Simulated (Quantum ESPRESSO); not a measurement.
Zn4S3Cl (made-up cell) (calculated)

All values are calculated (Quantum ESPRESSO 7.5). Calculation on a made-up crystal cell, not a measurement: periodic Kohn-Sham density functional theory in plane waves with PseudoDojo standard norm-conserving scalar-relativistic pseudopotentials, each functional with its own files (v0.5 for PBE, v0.4.1 for LDA and PBEsol), no spin polarisation, no spin-orbit coupling, atoms not relaxed, stress positive in tension, energies less a fixed whole-eV offset for each atom's element; levels are Kohn-Sham levels at fractions of this cell's reciprocal vectors, counted from the reference band (half the neutral cell's valence electrons, rounded up) at Gamma; error bars cover cutoff and k-mesh only, not smearing or the files; added strain carries the atoms with the cell, and shear is the tensor component; each bar is the largest change over components, and at least 0.002 eV, 0.002 eV per angstrom or 0.02 GPa; energies are for the whole cell, and the offsets were chosen from early runs and are not element reference energies.

Settings shared by all entries: lattice type rocksalt; functional pbe; cutoff 1143 eV; fermi dirac smearing 0.1 eV; scf tolerance 1e-07 eV; electrons removed 0; added strain kind shear xy; k mesh 6 x 6 x 6, shifted by half a step.

(1) 
```cif
# cell vector a (Å): 5.2820 -0.0439 -0.0187
# cell vector b (Å): -0.0439 5.2120 -0.0575
# cell vector c (Å): -0.0187 -0.0575 5.1132
data_Zn4S3Cl
_symmetry_space_group_name_H-M 'P 1'
_symmetry_Int_Tables_number 1
_cell_length_a 5.2822
_cell_length_b 5.2125
_cell_length_c 5.1136
_cell_angle_alpha 91.275
_cell_angle_beta 90.407
_cell_angle_gamma 90.956
_cell_volume 140.74
loop_
_atom_site_label
_atom_site_type_symbol
_atom_site_fract_x
_atom_site_fract_y
_atom_site_fract_z
_atom_site_occupancy
Zn1 Zn 0.00153 0.00643 0.99943 1
Zn2 Zn 0.97954 0.50525 0.51202 1
Zn3 Zn 0.48584 0.01013 0.50598 1
Zn4 Zn 0.49176 0.47191 0.99838 1
S1 S 0.50160 0.99688 0.99468 1
S2 S 0.49019 0.51100 0.50991 1
S3 S 0.01634 0.00492 0.48187 1
Cl1 Cl 0.00915 0.49272 0.99370 1
_calc_added_strain -0.0105
_calc_structure_shown 'before the added strain of -0.0105'
_calc_free_energy_less_offsets 1.491  # eV
_calc_smearing_term_minus_ts -0.04761  # eV
_calc_scf_iterations 10
_calc_pressure -0.4721  # GPa
_calc_stress_xx 0.9664  # GPa
_calc_stress_yy 0.6157  # GPa
_calc_stress_zz -0.1659  # GPa
_calc_stress_yz -0.8441  # GPa
_calc_stress_xz -0.2114  # GPa
_calc_stress_xy -1.264  # GPa
_calc_fermi_level 1.88  # eV
_calc_reference_band 53
_calc_error_bar_energy 0.0171  # eV
_calc_error_bar_stress 0.1428  # GPa
_calc_error_bar_force 0.009278  # eV/angstrom
_calc_error_bar_next_band_up 0.006831  # eV
_calc_error_bar_fermi_level 0.02418  # eV
_calc_error_bars_from 'tighter rerun of a related cell'
```

Atoms:
```csv
atoms element,atom site,atom energy offset (eV)
Zn,1,-5687
Zn,2,-5687
Zn,3,-5687
Zn,4,-5687
S,5,-302
S,6,-302
S,7,-302
Cl,8,-449
```

Forces:
```csv
site,x (eV/Å),y (eV/Å),z (eV/Å)
1,-0.08351,-0.1736,-0.06093
2,-0.084,0.06574,-0.2629
3,0.04476,-0.07966,-0.09739
4,0.1088,0.09645,0.1162
5,0.217,0.08054,0.1003
6,0.4248,-0.1424,-0.3039
7,-0.4027,-0.06728,0.3183
8,-0.2251,0.2202,0.1903
```

Levels:
```csv
level k point,next band up (eV)
Gamma,0.1067
"(1/2,1/2,1/2)",4.028
"(0.15,0,0)",0.5008
"(0,0.15,0)",0.4955
"(0,0,0.15)",0.5755
```

(2) 
```cif
# cell vector a (Å): 5.2820 -0.0439 -0.0187
# cell vector b (Å): -0.0439 5.2120 -0.0575
# cell vector c (Å): -0.0187 -0.0575 5.1132
data_Zn4S3Cl
_symmetry_space_group_name_H-M 'P 1'
_symmetry_Int_Tables_number 1
_cell_length_a 5.2822
_cell_length_b 5.2125
_cell_length_c 5.1136
_cell_angle_alpha 91.275
_cell_angle_beta 90.407
_cell_angle_gamma 90.956
_cell_volume 140.74
loop_
_atom_site_label
_atom_site_type_symbol
_atom_site_fract_x
_atom_site_fract_y
_atom_site_fract_z
_atom_site_occupancy
Zn1 Zn 0.00153 0.00643 0.99943 1
Zn2 Zn 0.97954 0.50525 0.51202 1
Zn3 Zn 0.48584 0.01013 0.50598 1
Zn4 Zn 0.49176 0.47191 0.99838 1
S1 S 0.50160 0.99688 0.99468 1
S2 S 0.49019 0.51100 0.50991 1
S3 S 0.01634 0.00492 0.48187 1
Cl1 Cl 0.00915 0.49272 0.99370 1
_calc_added_strain -0.0032
_calc_structure_shown 'before the added strain of -0.0032'
_calc_free_energy_less_offsets 1.478  # eV
_calc_smearing_term_minus_ts -0.0479  # eV
_calc_scf_iterations 10
_calc_pressure -0.4691  # GPa
_calc_stress_xx 0.9916  # GPa
_calc_stress_yy 0.6364  # GPa
_calc_stress_zz -0.2206  # GPa
_calc_stress_yz -0.8446  # GPa
_calc_stress_xz -0.2352  # GPa
_calc_stress_xy -0.7687  # GPa
_calc_fermi_level 1.877  # eV
_calc_reference_band 53
_calc_error_bar_energy 0.0171  # eV
_calc_error_bar_stress 0.1428  # GPa
_calc_error_bar_force 0.009278  # eV/angstrom
_calc_error_bar_next_band_up 0.006831  # eV
_calc_error_bar_fermi_level 0.02418  # eV
_calc_error_bars_from 'tighter rerun of a related cell'
```

Atoms:
```csv
atoms element,atom site,atom energy offset (eV)
Zn,1,-5687
Zn,2,-5687
Zn,3,-5687
Zn,4,-5687
S,5,-302
S,6,-302
S,7,-302
Cl,8,-449
```

Forces:
```csv
site,x (eV/Å),y (eV/Å),z (eV/Å)
1,-0.08156,-0.1742,-0.06092
2,-0.08553,0.05863,-0.2632
3,0.04696,-0.07612,-0.09754
4,0.1084,0.09684,0.1165
5,0.2257,0.07584,0.1006
6,0.4228,-0.1498,-0.3044
7,-0.4085,-0.05606,0.3183
8,-0.2282,0.2249,0.1906
```

Levels:
```csv
level k point,next band up (eV)
Gamma,0.0932
"(1/2,1/2,1/2)",4.075
"(0.15,0,0)",0.4938
"(0,0.15,0)",0.4922
"(0,0,0.15)",0.5637
```
